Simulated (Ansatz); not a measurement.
AlN:
```cif
data_Al4N4
_chemical_formula_sum 'Al4 N4'
_space_group_name_H-M_alt 'P 1'
_space_group_IT_number 1
_cell_length_a 5.29427
_cell_length_b 5.29427
_cell_length_c 3.10895
_cell_angle_alpha 90.000
_cell_angle_beta 90.000
_cell_angle_gamma 90.000
loop_
_space_group_symop_operation_xyz
  'x, y, z'
loop_
_atom_site_label
_atom_site_type_symbol
_atom_site_fract_x
_atom_site_fract_y
_atom_site_fract_z
_atom_site_occupancy
Al1 Al 0.32285 0.67715 0.00000 1
Al2 Al 0.67715 0.32285 0.00000 1
Al3 Al 0.82285 0.82285 0.50000 1
Al4 Al 0.17715 0.17715 0.50000 1
N1 N 0.31530 0.31530 0.00000 1
N2 N 0.68470 0.68470 0.00000 1
N3 N 0.18470 0.81530 0.50000 1
N4 N 0.81530 0.18470 0.50000 1
```

Relaxed with PBEsol.

### Question
Give the optical modes at the zone centre with their infrared activity from DFPT, DFT-PBEsol in the program Ansatz with PAW potentials.

### Answer
Transverse frequencies, without the LO–TO term; a row sums one degenerate level.

```
ω (cm⁻¹)  degeneracy  IR ((D/Å)²/amu)     activity  symmetry
--------  ----------  ---------------  -----------  --------
142                1             0.00  IR-inactive       B1g
209                2             0.00  IR-inactive        Eg
335                1             0.00  IR-inactive       B1u
397                1             0.00  IR-inactive       A1g
402                1             0.00  IR-inactive       A2g
464                2             9.51           IR        Eu
469                1             0.00  IR-inactive       B1g
573                1             0.00  IR-inactive       B2g
588                2            68.83           IR        Eu
613                1             0.00  IR-inactive       A2g
692                2            54.88           IR        Eu
697                2             0.00  IR-inactive        Eg
714                1             0.00  IR-inactive       B1u
722                1            63.24           IR       A2u
748                1             0.00  IR-inactive       A1g
804                1             0.00  IR-inactive       B2g
```

### Question
How high does the top mode go among those that the LO–TO term moves?

### Answer
879 cm⁻¹ for q along x, 879 cm⁻¹ for q along y, 936 cm⁻¹ for q along z.

Space group P4_2/mnm. The start of the workflow was typed in or built on a structure type; neither database checked (COD, Materials Project) lists it. It is not the phase usual at ambient conditions (space group No. 186, 216). Symmetry was held in the PBEsol relaxation; phonons on a q-mesh show no instability.

Potentials: the later of the program's two PAW sets.
